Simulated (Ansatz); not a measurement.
Ga2Mo:
```cif
data_Ga16Mo8
_chemical_formula_sum 'Ga16 Mo8'
_space_group_name_H-M_alt 'Fddd :1'
_space_group_IT_number 70
_space_group_name_Hall 'F 2 2 -1d'
_cell_length_a 4.93363
_cell_length_b 8.27518
_cell_length_c 8.76815
_cell_angle_alpha 90.000
_cell_angle_beta 90.000
_cell_angle_gamma 90.000
loop_
_atom_site_label
_atom_site_type_symbol
_atom_site_symmetry_multiplicity
_atom_site_Wyckoff_symbol
_atom_site_fract_x
_atom_site_fract_y
_atom_site_fract_z
_atom_site_occupancy
Ga1 Ga 16 f 0.00000 0.16707 0.00000 1
Mo1 Mo 8 b 0.50000 0.50000 0.50000 1
```
(The calculation used a cell of 6 atoms; values per cell refer to that cell.)

Relaxed at zero pressure with plane-wave PAW PBEsol (Ansatz code).

Question: The volume is lowered by 6 % and shape and atoms relax at that volume. What pressure results, and how do the axes share the change?

Answer: 11.5 GPa; a -2.2 %, b -2.4 %, c -1.5 %; the energy rises by 30 meV/atom.

Question: Give the new structure.

Answer: 
Space group Fddd, origin choice 1 (No. 70); a = 4.8273 Å, b = 8.0729 Å, c = 8.6348 Å, α = β = γ = 90.00°

| atom | site | symmetry | x | y | z |
|---|---|---|---|---|---|
| Ga | 16f | .2. | 0.0000 | 0.1656 | 0.0000 |
| Mo | 8b | 222 | 0.5000 | 0.5000 | 0.5000 |

The phase is kept; no other phase was compared at this pressure.

The start of the workflow was typed in or built on a structure type; neither database checked (COD, Materials Project) lists it. Its standing as an ambient phase is unchecked. The PBEsol relaxation kept the symmetry of its start; its stability against distortions is not shown here. The run is not spin-polarised. Axis ratios of metals converge slowly with the k-mesh, so a and c are less sure than the volume.

Potentials: the earlier of the program's two PAW sets. The files were generated under PBE; for other functionals the program regenerates the frozen cores, and for LDA and PBEsol the local potential too.
